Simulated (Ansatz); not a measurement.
An Ansatz (a first-principles code) input:

Ansatz 0.2 input:
```yaml
crystal:
  lattice:
    - [3.7769691517, 0.0, 0.0]
    - [0.0, 3.7769691517, 0.0]
    - [0.0, 0.0, 6.8210474032]
  atoms:
    - { symbol: Y, position: [0.0, 0.5, 0.226945864] }
    - { symbol: Y, position: [0.5, 0.0, 0.773054136] }
    - { symbol: S, position: [0.0, 0.5, 0.6457127805] }
    - { symbol: S, position: [0.5, 0.0, 0.3542872195] }
    - { symbol: F, position: [0.0, 0.0, 0.0] }
    - { symbol: F, position: [0.5, 0.5, 0.0] }
kpoints:
  mp_grid: { grid: [6, 6, 4] }
hamiltonian:
  xc: r2scan
  pseudopotentials: { kind: paw }
scf:
  occupations: { method: fixed }
output:
  optics: { e_range: [0.0, 15.0], de: 0.05, sigma: 0.1, bands: { spectra_wanted_up_to: 12 eV } }
```

How many symmetry operations and irreducible k-points will the run report?

16 operations, 30 of 144 k-points.

With a cutoff of 500 eV, how many plane waves at Γ?

2449.

It took very roughly 100 core-seconds on shared server cores.

Space group P4/nmm. The first step of the workflow began from a Materials Project structure, measured or hypothetical; the Crystallography Open Database copy checked does not list it. COD files the formula under space group No. 194. Whether it is the stable phase at ambient conditions was not checked. Symmetry was held in the r²SCAN relaxation; whether a distortion lowers the energy is not shown. The run is not spin-polarised. Spin–orbit coupling is left out wherever it is not named.

Potentials: the later of the program's two PAW sets.

Ansatz is a plane-wave DFT program.
